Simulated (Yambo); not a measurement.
Na$_{2}$PdC$_{2}$ (space group P-3m1, No. 164), G0W0@PBEsol in Yambo with this input:

```
rim_cut
gw0
dyson
el_el_corr
HF_and_locXC
ppa
em1d
RandQpts= 1000000
RandGvec= 1 Ry
EXXRLvcs= 88 Ry
VXCRLvcs= 352 Ry
Chimod= "HARTREE"
% BndsRnXp
 7 | 176 |
%
NGsBlkXp= 8 Ry
% LongDrXp
 1.0 | 1.0 | 1.0 |
%
PPAPntXp= 27.2114 eV
% GbndRnge
 1 | 176 |
%
GTermKind= "BG"
DysSolver= "n"
ExtendOut
```

On a 3×3×2 mesh, with wavefunctions cut at 88 Ry, the gap (A → (0, 0.333, -0.5)) is 2.438 eV and the valence edge shifts by -0.452 eV.

Question: What happens with this change: 82 bands in W?

Answer: The gap rises by 0.035 eV, to 2.473 eV; the shift of the valence edge becomes -0.331 eV. Neither run is shown to be the converged limit. The mesh misses a band edge: along a dense path the PBEsol gap is 0.81 eV against 1.67 eV on the mesh.

Spin-orbit coupling is not included.

Geometry of the Materials Project entry, not relaxed at this level; primitive cell a = 4.5121 Å, b = 4.5121 Å, c = 5.2830 Å, α = 90.00°, β = 90.00°, γ = 120.00°.

The structure is a Materials Project entry; no match was found in the copy of COD used, and its stability was not checked.

A shift is the quasiparticle energy of the state minus its PBEsol energy.
